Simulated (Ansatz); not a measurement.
**Sb: relaxation of cell and atoms**

These are results of DFT, LDA, all-electron LAPW, scalar-relativistic (Ansatz 0.2.0), not measurements.

Command: `ansatz run input.yaml --threads 1 --pin off --max-ram 2048MiB --backend cpu --events-out ev --progress --plain --runs-dir out` The run took 8.4 s on 1 thread of Intel(R) Xeon(R) 6975P-C (Granite Rapids), with other jobs on the host, peak memory 0.31 GiB.

```yaml
crystal:
  lattice:
    - [0.0, 2.305, 2.305]
    - [2.305, 0.0, 2.305]
    - [2.305, 2.305, 0.0]
  atoms:
    - { symbol: Sb, position: [0.0, 0.0, 0.0] }
kpoints:
  mp_grid: { grid: [12, 12, 12] }
scf:
  occupations: { method: fermi_dirac, width: 0.05 }
hamiltonian:
  xc: lda
  pseudopotentials: { kind: all_electron, lapw: { basis_error: 0.001 } }
output:
  forces: true
  stress: true
relax:
  f_tol: 0.005
  max_steps: 80
  cell: {}
```

No spin–orbit coupling, which matters for the heavy atoms here.

The geometry is COD entry 9013009, unchecked; take it as a test cell.

Each frame lists the cell vectors (Å), then Cartesian positions (Å); symmetry keeps all forces zero. Free energies count from the first step, -176219.3858 eV.

The walk took 5 evaluations in all; steps that aren't listed are left out.

Step 1: E = 0.0 meV, P = 3.87 GPa

```
cell 0.0000 2.3050 2.3050 2.3050 0.0000 2.3050 2.3050 2.3050 0.0000
Sb    0.0000    0.0000    0.0000
```

Step 2: E = -10.9 meV, P = -1.81 GPa

```
cell 0.0000 2.3681 2.3681 2.3681 0.0000 2.3681 2.3681 2.3681 0.0000
Sb    0.0000    0.0000    0.0000
```

**Question.** How does the relaxation end?

**Answer.** It converges, with a = 4.691 Å, b = 4.691 Å, c = 4.691 Å, α = 90.00°, β = 90.00°, γ = 90.00° (conventional cell, space group Fm-3m). The last solve (on a basis chosen afresh for the final cell, so its energy is not quite comparable) gives E = -15.2 meV, P = 0.00 GPa:
```
cell 0.0000 2.3457 2.3457 2.3457 0.0000 2.3457 2.3457 2.3457 0.0000
Sb    0.0000    0.0000    0.0000
```
